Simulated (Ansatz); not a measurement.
## C: two-dimensional strain map

Level of theory: Ansatz, DFT LDA, scalar-relativistic, plane waves, PAW. Cutoff 420 eV, Γ-centred 12×12×10 k-points, Gaussian smearing of 0.15 eV. No spin polarisation. Energies are free energies at this smearing, counted from the undisturbed cell; pressure is positive in compression.

The starting cell (relaxed at this level; this form isn't the usual structure):

```
C
1.0
     4.77496    0.00000    0.00000
    -2.38748    4.13523    0.00000
     0.00000    0.00000    4.13198
C
10
Direct
  0.66667 0.33333 0.18346
  0.33333 0.66667 0.18346
  0.66667 0.33333 0.81654
  0.33333 0.66667 0.81654
  0.50000 0.50000 0.33953
  0.00000 0.50000 0.33953
  0.50000 0.00000 0.33953
  0.50000 0.50000 0.66047
  0.50000 0.00000 0.66047
  0.00000 0.50000 0.66047
```

The cell is strained by p along both x and y and by q along z, fractional coordinates fixed. Points are written (p, q).

Energy above the undisturbed cell in meV/atom (a dash: not computed):

```
 p \ q  -0.080  -0.040  0.000  0.040  0.080
-0.080   543.5   333.2  251.9      ?  351.5
-0.040   316.5       ?   57.5      ?  194.4
 0.000   239.1    53.8    0.0   44.0  160.2
 0.040   279.5    97.9   48.9   99.2      ?
 0.080   408.3   228.7  181.1  232.8  358.5
```

Question: Fill in the withheld energies.

Answer: (-0.080, 0.040): 266.6; (-0.040, -0.040): 122.0; (-0.040, 0.040): 90.2; (0.040, 0.080): 222.4.